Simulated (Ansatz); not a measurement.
The end point of a relaxation of Te. Space group P3₁21 (No. 152), AFLOW prototype A_hP3_152_a (A8, as in Se). Level of theory: PBE (plane waves to 420 eV, PAW, scalar-relativistic; Ansatz, a program for electronic structure).

```cif
data_Te3
_chemical_formula_sum 'Te3'
_space_group_name_H-M_alt 'P 1'
_space_group_IT_number 1
_cell_length_a 4.52074
_cell_length_b 4.52074
_cell_length_c 5.95451
_cell_angle_alpha 90.000
_cell_angle_beta 90.000
_cell_angle_gamma 120.000
loop_
_space_group_symop_operation_xyz
  'x, y, z'
loop_
_atom_site_label
_atom_site_type_symbol
_atom_site_fract_x
_atom_site_fract_y
_atom_site_fract_z
_atom_site_occupancy
Te1 Te 0.26812 0.00000 0.33333 1
Te2 Te 0.00000 0.26812 0.66667 1
Te3 Te 0.73188 0.73188 0.00000 1
```

Question: Estimate the band gap that PBE returns for this input.

Answer: 0.23 eV, direct within 0.03 eV (at H) (no spin-orbit coupling).

Question: What smallest direct gap does PBE give?

Answer: 0.24 eV at H.

No spin polarisation in the result. Without spin-orbit coupling the bands of the heavy element are not split, so the gap can be far off.

The run could not lose the symmetry of its start; a randomly shaken copy of 3 atoms returns to this structure.
